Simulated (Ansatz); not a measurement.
# Ir5Ru: a bulk modulus from differences

The cell was found from a structure generator's guess, not taken from experiment.

Computed with DFT PBE, scalar-relativistic, plane waves, PAW (Ansatz 0.2.0). Plane waves to 420 eV, an 18×18×4 mesh through Γ for the 6-atom cell and 0.10 eV Gaussian smearing; no spin polarisation.

Space group P-3m1 (No. 164). a = 2.727 Å, b = 2.727 Å, c = 13.389 Å, α = 90.00°, β = 90.00°, γ = 120.00°
| atom | site | symmetry | x | y | z |
| --- | --- | --- | --- | --- | --- |
| Ru | 1b | -3m. | 0.0000 | 0.0000 | 0.5000 |
| Ir | 2d | 3m. | 0.3333 | 0.6667 | 0.8331 |
| Ir | 2d | 3m. | 0.6667 | 0.3333 | 0.6638 |
| Ir | 1a | -3m. | 0.0000 | 0.0000 | 0.0000 |

The cell was set to several volumes, with shape and atoms relaxed at each where symmetry leaves them free. Pressure is positive in compression, and energies count from the lowest row. No row has a gap on its mesh.

```tsv
row	V (Å³/atom)	P (GPa)	ΔE (meV/atom)
1	12.651	60.28	285.5
2	13.082	40.93	150.2
3	13.514	?	?
4	13.945	11.28	14.6
5	14.376	0.02	0.0
6	14.808	-9.37	13.1
7	15.239	-17.17	49.3
8	15.814	-25.53	126.7
```

Question: Find B = −V·ΔP/ΔV from rows 4 and 6 and from rows 1 and 2, and from the two its slope B′ and its value B0 at zero pressure.

Answer: Rows 4 and 6 give −(13.945 + 14.808)/2 × (-9.37 − (11.28))/(14.808 − 13.945) = 344.0 GPa at a mean pressure of 0.96 GPa. Rows 1 and 2 give −(12.651 + 13.082)/2 × (40.93 − (60.28))/(13.082 − 12.651) = 577.6 GPa at a mean pressure of 50.61 GPa. So B′ = (577.6 − 344.0)/(50.61 − (0.96)) = 4.70 and B0 = 344.0 − 4.70 × (0.96) = 339.5 GPa. A third-order Birch–Murnaghan fit to all the energies gives B0 = 341.8 GPa and B′ = 5.0.

Question: Estimate the pressure and energy of row 3.

Answer: From row 5, V0 = 14.376 × (1 + (0.02)/339.5) = 14.377 Å³/atom. Murnaghan's form P = (B0/B′)·[(V0/V)^B′ − 1] gives (339.5/4.70) × [(14.377/13.514)^4.70 − 1] = 24.39 GPa; the computed pressure is 24.77 GPa, so the estimate is off by -0.38 GPa. The work of compression from row 4, with the mean of the two pressures, gives ΔE = 14.6 + (24.39 + 11.28)/2 × (13.945 − 13.514)/160.2 × 1000 = 62.6 meV/atom (1 eV/Å³ = 160.2 GPa); the computed value is 62.5 meV/atom.

Spin–orbit coupling, which can matter for Ir, is left out. All volumes keep the k mesh of the relaxed cell. A later test with randomly moved atoms came back to the same energy, though modes that don't fit the test's cell weren't probed.
